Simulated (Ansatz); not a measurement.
NbP in space group I4_1md (No. 109; Nb on 4a, P on 4a), plane-wave PAW LDA (Ansatz code), all energies at zero smearing, with the estimated change up to a 700 eV cutoff added, with one set of potentials and settings (totals compare only within such a set). Cell of 4 atoms (2 Nb, 2 P): -10341.588 eV.

| element | reference phase | E (eV/atom) |
|---|---|---|
| Nb | Im-3m, 1 atoms in the cell | -4442.5966 |
| P | Cmce, 4 atoms in the cell | -725.9596 |

Formation energy per atom, worked out: (-10341.588 − 2×(-4442.5966) − 2×(-725.9596))/4 = -1.119 eV/atom (-108 kJ per mol of atoms), at 0 K, without zero-point energy or fitted corrections.

The LDA relaxation kept the symmetry of its start; of distortions, only those at the zone centre were tested. The run is not spin-polarised. The references are the lowest solids computed at this level, not always the standard phases.

Potentials: the later of the program's two PAW sets.
